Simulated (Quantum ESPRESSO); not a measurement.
## Al3NbRu3Cu (one composition in several site orders)

Simulated, not a measurement. The program is pw.x of Quantum ESPRESSO 7.5 (plane-wave density functional theory). The cell is made up: eight metal atoms on a face-centred cubic lattice, with elements, volume, strain and displacements drawn at random and not relaxed, so it may be unstable or far from any real phase. PseudoDojo standard norm-conserving files set the functional (PBE unless stated); there is no spin polarisation or spin-orbit coupling, the Fermi-Dirac width of 0.25 eV means electrons at about 2900 K, and the masses in the input are unused placeholders. The copper pseudopotential is less sure than most, with forces differing by about three percent and pressure by about two GPa from a second method on plain copper. A spin test at this wide smearing found no moment, but such smearing suppresses magnetism that the real alloy may have.

The runs put one composition on the sites in different orders. Cell, positions, cutoff, mesh and smearing stay as in the input of run 1; sites are counted in its order. Stress in the tables is positive in tension.

Input of run 1:

```
&control calculation='scf', pseudo_dir='./dojo.nc.sr.pbe.v0_5.standard.upf', outdir='./o', disk_io='minimal', tprnfor=.true., tstress=.true. /
&system ibrav=0, nat=8, ntyp=4, nbnd=58, ecutwfc=92.02030273, nosym=.true., tot_charge=0,
 occupations='smearing', smearing='fd', degauss=0.0183746611
/
&electrons conv_thr=1.470e-08, electron_maxstep=70, mixing_beta=0.5 /
ATOMIC_SPECIES
Al 1.0 Al.upf
Cu 1.0 Cu.upf
Nb 1.0 Nb.upf
Ru 1.0 Ru.upf
CELL_PARAMETERS angstrom
2.0249 3.9816 2.023
2.0307 -3.9713 1.9967
1.936 -0.0212 -5.9378
ATOMIC_POSITIONS angstrom
Al 0.0442 -0.0222 -0.0171
Nb 2.0183 -1.9753 0.0213
Al 2.0004 -0.0084 -1.9567
Ru 3.991 -2.0323 -1.8806
Ru 2.056 0.0212 2.001
Cu 2.0294 1.9908 0.03
Ru 4.015 -0.0082 0.0391
Al 3.9959 2.0113 -1.925
K_POINTS automatic
6 6 4 1 1 1
```

| run | elements on sites 1 to 8 | free energy less that of run 1 (eV) | -TS (eV) | pressure (GPa) | stress xx (GPa) | stress yy (GPa) | stress zz (GPa) | stress yz (GPa) | stress xz (GPa) | stress xy (GPa) | iterations |
| --- | --- | --- | --- | --- | --- | --- | --- | --- | --- | --- | --- |
| 1 | Al Nb Al Ru Ru Cu Ru Al | 0.000 | -1.532 | -11.52 | 12.62 | 10.04 | 11.90 | 1.34 | 2.75 | 0.80 | 19 |
| 2 | Al Ru Ru Cu Nb Ru Al Al | -0.535 | -1.290 | -12.38 | 12.46 | 12.60 | 12.09 | 1.67 | 0.28 | 0.99 | 17 |
| 3 | Ru Cu Ru Al Al Al Ru Nb | -0.486 | -1.382 | -12.28 | 10.40 | 16.00 | 10.44 | 1.35 | 1.79 | 0.90 | 19 |
| 4 | Cu Al Nb Al Ru Ru Al Ru | 0.176 | -1.547 | -11.11 | 11.67 | 10.93 | 10.74 | 0.18 | 1.24 | -0.62 | 18 |
| 5 | Al Cu Ru Nb Al Ru Ru Al | -0.429 | -1.339 | -12.23 | 12.52 | 11.65 | 12.53 | 0.35 | -2.73 | 0.03 | 16 |
| 6 | Ru Ru Al Cu Al Nb Al Ru | -0.515 | -1.319 | -12.45 | 12.37 | 12.98 | 12.00 | 3.75 | 2.56 | 3.18 | 18 |

Forces Fx Fy Fz (eV/Å):

| site | run 1 | run 2 | run 3 | run 4 | run 5 | run 6 |
| --- | --- | --- | --- | --- | --- | --- |
| 1 | -0.76 0.19 0.56 | 0.68 0.17 -0.85 | 0.29 0.05 -0.34 | -0.31 0.12 0.24 | 0.49 0.16 -0.59 | 0.14 0.11 -0.35 |
| 2 | 0.94 -0.19 -0.68 | -0.46 -0.11 0.59 | 0.11 -0.10 -0.08 | -0.93 -0.15 1.05 | -0.29 -0.10 0.34 | 0.24 -0.08 -0.17 |
| 3 | 0.49 0.08 -0.45 | 0.68 -0.03 -0.61 | 0.37 -0.04 -0.26 | 0.36 -0.12 -0.39 | 0.52 0.05 -0.50 | -0.02 0.00 -0.04 |
| 4 | 0.23 0.10 -0.42 | -0.13 0.20 -0.11 | -0.76 0.13 0.29 | 0.96 0.29 -1.29 | -0.34 0.21 -0.06 | -0.03 0.04 -0.11 |
| 5 | -0.49 -0.09 0.57 | -0.22 -0.06 0.37 | 0.44 -0.10 -0.20 | 0.28 -0.09 -0.22 | 0.70 -0.18 -0.50 | -0.26 -0.13 0.44 |
| 6 | -0.05 0.02 0.03 | 0.01 -0.01 -0.06 | -0.07 0.05 -0.03 | -0.35 -0.03 0.35 | -0.82 -0.03 0.73 | -0.48 0.08 0.35 |
| 7 | -0.07 0.06 -0.01 | -0.22 0.04 0.22 | -0.30 0.05 0.29 | 0.06 0.08 0.11 | 0.49 0.05 -0.51 | 0.88 0.06 -0.80 |
| 8 | -0.30 -0.17 0.41 | -0.33 -0.19 0.45 | -0.08 -0.03 0.33 | -0.07 -0.10 0.16 | -0.75 -0.15 1.10 | -0.48 -0.09 0.68 |

The sites are displaced and not relaxed, so the energy differences hold strain from misfit and are not ordering energies. A rerun of one cell of this series at a higher cutoff and on a denser mesh moved values by no more than 0.003 eV in energy, 0.02 GPa in stress and 0.003 eV/Å in force, and a second program with other atomic files agreed on that cell to 2 % rms in force and 0.5 GPa in pressure.